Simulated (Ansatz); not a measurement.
**CrTc3 (AuCu3-type structure)**

Level of theory: DFT, PBEsol, scalar-relativistic, collinear spin; plane waves to 600 eV with PAW datasets (Ansatz 0.2.0), 8×8×8 k-mesh, Gaussian smearing of 0.05 eV; PAW files: Ansatz's generated set soft_2.

```
CELL_PARAMETERS angstrom
3.77687 0.00000 0.00000
0.00000 3.77687 0.00000
0.00000 0.00000 3.77687
ATOMIC_POSITIONS crystal
Cr 0.00000 0.00000 0.00000
Tc 0.00000 0.50000 0.50000
Tc 0.50000 0.50000 0.00000
Tc 0.50000 0.00000 0.50000
```

The start was a prototype's sites filled with these elements, not a measured cell.

Magnetic state: non-magnetic, site spin moments none.

The cell above was scaled in volume, its shape and atoms being fixed by the lattice's symmetry. Energies are counted from the cell above.

Cell and atoms are those of this level's equilibrium.

```
V (Å³/atom)  ΔE (meV/atom)  P (GPa)  largest moment (μB)
      12.93           22.3     13.8                 0.00
      13.20            5.4      6.5                 0.00
      13.47            0.0      0.0                 0.00
      13.74            5.0     -5.9                 0.06
      14.01           19.3    -11.1                 0.18
```

Problem. What do the points give for the equilibrium volume, the bulk modulus and its pressure derivative (third-order Birch–Murnaghan)?

Solution. V0 = 13.47 Å³/atom, B0 = 308 GPa, B0′ = 4.6.

The magnetic state changes along the curve.

B0·V0 = 308.4 GPa × 13.47 Å³ = 25.92 eV/atom sets the scale: near the minimum ΔE ≈ ½ B0 V0 x², with x = V/V0 − 1, and a pressure of 3.1 GPa squeezes the volume by about 1 %. At the ends of the curve: x = −4.0 % predicts 20.7 meV/atom and the run gives 22.3; x = +4.0 % predicts 20.8 meV/atom and the run gives 19.3. The lopsidedness is anharmonic: atoms resist being pushed together more than being pulled apart.

The starting moments died out; a magnetic state reached from other starts isn't excluded. The run is a metal.
